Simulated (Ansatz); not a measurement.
BaS2 in space group C2/c (No. 15; Ba on 4e, S on 8f), r²SCAN (plane waves, PAW; program Ansatz). The conduction-band minimum lies at Y2, with 1 equivalent valley. Second derivatives d²E/dk² of the lowest band at one valley (eV·Å²), along Cartesian directions:

```
direction  d²E/dk²
---------  -------
[100]        34.29
[010]        12.90
[001]        1.912
[110]        23.44
[101]        17.57
[011]        7.407
```

Problem. Find the principal effective masses, the density-of-states mass and the conductivity mass.

Solution. Off-diagonal terms follow from H_xy = H[110] − (H_xx + H_yy)/2, and m*/mₑ = 7.620 eV·Å² over each eigenvalue: 0.22, 0.59, 4.0. One valley's DOS mass (m₁m₂m₃)^(1/3) = 0.81, conductivity mass 3/(Σ 1/mᵢ) = 0.47 mₑ.

Problem. What effective density of states Nc follows at 300 K for parabolic valleys?

Solution. Nc = 2.509e19 × 1 × (0.81)^(3/2) ≈ 1.8e19 cm⁻³.

The first step of the workflow began from a Materials Project structure, measured or hypothetical; the Crystallography Open Database files this formula in space group No. 15, but the cells were not matched. Whether it is the stable phase at ambient conditions was not checked. The cell was relaxed with r²SCAN under the symmetry of its start; whether a distortion lowers the energy is not shown. Scalar-relativistic: spin–orbit coupling is off unless named, which matters more the heavier the elements.

Potentials: the later of the program's two PAW sets.

Edges and masses are those of Kohn–Sham bands, whose gap is no quasiparticle gap.
